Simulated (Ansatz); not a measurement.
YRh5:
```cif
data_Rh5Y
_chemical_formula_sum 'Rh5 Y1'
_space_group_name_H-M_alt 'P6/mmm'
_space_group_IT_number 191
_space_group_name_Hall '-P 6 2'
_cell_length_a 5.18567
_cell_length_b 5.18567
_cell_length_c 4.28473
_cell_angle_alpha 90.000
_cell_angle_beta 90.000
_cell_angle_gamma 120.000
loop_
_atom_site_label
_atom_site_type_symbol
_atom_site_symmetry_multiplicity
_atom_site_Wyckoff_symbol
_atom_site_fract_x
_atom_site_fract_y
_atom_site_fract_z
_atom_site_occupancy
Rh1 Rh 2 c 0.33333 0.66667 0.00000 1
Y1 Y 1 a 0.00000 0.00000 0.00000 1
Rh2 Rh 3 g 0.50000 0.50000 0.50000 1
```

Relaxed at zero pressure with r²SCAN in the plane-wave PAW code Ansatz.

### Question
The volume is lowered by 6 % and shape and atoms relax at that volume. What pressure results, and how do the axes share the change?

### Answer
14.1 GPa; a -2.3 %, b -2.3 %, c -1.6 %; the energy rises by 41 meV/atom.

### Question
Give the new structure.

### Answer

Space group P6/mmm (No. 191); a = 5.0682 Å, b = 5.0682 Å, c = 4.2165 Å, α = 90.00°, β = 90.00°, γ = 120.00°

```csv
atom,site,symmetry,x,y,z
Rh,2c,-6m2,0.3333,0.6667,0.0000
Y,1a,6/mmm,0.0000,0.0000,0.0000
Rh,3g,mmm,0.5000,0.5000,0.5000
```

The phase is kept; no other phase was compared at this pressure.

The workflow started from an entry of the Crystallography Open Database (COD). Whether it is the stable phase at ambient conditions was not checked. The cell was relaxed with r²SCAN under the symmetry of its start; whether a distortion lowers the energy is not shown. The run is not spin-polarised. Axis ratios of metals converge slowly with the k-mesh, so a and c are less sure than the volume.

Potentials: the later of the program's two PAW sets.
